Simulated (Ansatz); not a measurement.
Here is the system:

SiO2:
Space group P4₂/mnm (No. 136); a = 4.1945 Å, b = 4.1945 Å, c = 2.6782 Å, α = 90.00°, β = 90.00°, γ = 90.00°

| atom | site | symmetry | x | y | z |
|---|---|---|---|---|---|
| Si | 2a | m.mm | 0.0000 | 0.0000 | 0.0000 |
| O | 4f | m.2m | 0.3061 | 0.3061 | 0.0000 |

This is the PBEsol-relaxed structure.

Q: All from PBEsol (plane waves, PAW; program Ansatz), unless another level is named. Give the electronic dielectric constant ε∞ (DFPT).

A: 3.43 (xx = yy), 3.60 (zz).

Q: And the Born charges (a third of the trace)?

A: Si +3.91, O -1.96 e.

Space group P4_2/mnm (rutile). This is a known high-pressure phase of the composition, computed here at zero pressure and temperature. Symmetry was held in the PBEsol relaxation; whether a distortion lowers the energy is not shown.

Potentials: the earlier of the program's two PAW sets. The files were generated under PBE; for other functionals the program regenerates the frozen cores, and for LDA and PBEsol the local potential too.
